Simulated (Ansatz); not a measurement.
Here is the system:

CoSi₂:
```cif
data_CoSi2
_chemical_formula_sum 'Co1 Si2'
_space_group_name_H-M_alt 'P 1'
_space_group_IT_number 1
_cell_length_a 4.11912
_cell_length_b 4.11912
_cell_length_c 2.47782
_cell_angle_alpha 90.000
_cell_angle_beta 90.000
_cell_angle_gamma 120.000
loop_
_space_group_symop_operation_xyz
  'x, y, z'
loop_
_atom_site_label
_atom_site_type_symbol
_atom_site_fract_x
_atom_site_fract_y
_atom_site_fract_z
_atom_site_occupancy
Co1 Co 0.00000 0.00000 0.00000 1
Si1 Si 0.33333 0.66667 0.50000 1
Si2 Si 0.66667 0.33333 0.50000 1
```

This is the PBEsol-relaxed structure.

Question: All from plane-wave PAW PBEsol (Ansatz code), unless another level is named. Estimate the bulk modulus (Birch–Murnaghan fit).

Answer: 162 GPa.

Question: What about the highest zone-centre frequency?

Answer: 393 cm^-1.

Space group P6/mmm. The cell is a constructed one: a structure type filled with these elements; neither database checked (COD, Materials Project) lists it. It is not the phase usual at ambient conditions (space group No. 225). Symmetry was held in the PBEsol relaxation. At this level the phase is dynamically unstable (imaginary phonons). The workflow began spin-polarised and lost its moments. The cell computed holds one magnetic atom, so no antiferromagnetic order was within reach. As this level gives no gap, phonon frequencies hold no LO–TO term and depend on the k-mesh and smearing (Fermi–Dirac, 0.1 eV here).

Potentials: the earlier of the program's two PAW sets. The files were generated under PBE; for other functionals the program regenerates the frozen cores, and for LDA and PBEsol the local potential too.
